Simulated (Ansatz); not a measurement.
**Computed properties of TiN**

```
Ti N
1.0
     0.00000    2.12344    2.12344
     2.12344    0.00000    2.12344
     2.12344    2.12344    0.00000
Ti N
1 1
Direct
  0.00000 0.00000 0.00000
  0.50000 0.50000 0.50000
```

Atom numbers follow the list: Ti1, N2.

The cell was built from the rocksalt type and relaxed in the same program, and has space group Fm-3m; it needn't be a known or the stable phase.

Spin polarisation is left out, and whether a magnetic state lies lower isn't shown here.

All numbers are computed: DFT, PBE, all-electron LAPW, scalar-relativistic (Ansatz 0.2.0); DFT, PBE, PAW with Ansatz's default frozen-core files, scalar-relativistic (Ansatz 0.2.0).

For LAPW: a Γ-centred 16×16×16 k mesh, Fermi–Dirac smearing of 0.03 eV, basis error target 0.5 meV/atom, no spin polarisation. PAW takes a cutoff of 420 eV at this cell. The Ansatz runs share mesh, smearing and spin set-up. Values come from LAPW unless marked.

- Volume per atom: 9.57 Å³
- Pressure at this cell: 0.00 GPa

Löwdin charges (with 0.06 e of the cell spilling out of the atomic basis, so their sizes and signs hang on that basis): what does the calculation give?

Ti1 0.88, N2 -0.82 e.

Give the computed value. Band gap.

none: with an odd electron count and no spin polarisation the bands can't all be full, a metal in this set-up (spin order or a larger cell could open a gap).

Predict this quantity. Bader charges (from the PAW run).

Ti1 +1.75, N2 -1.75 e.

Density of states at the Fermi level (0.2 eV bin): what does the calculation give?

0.85 states/eV per cell.
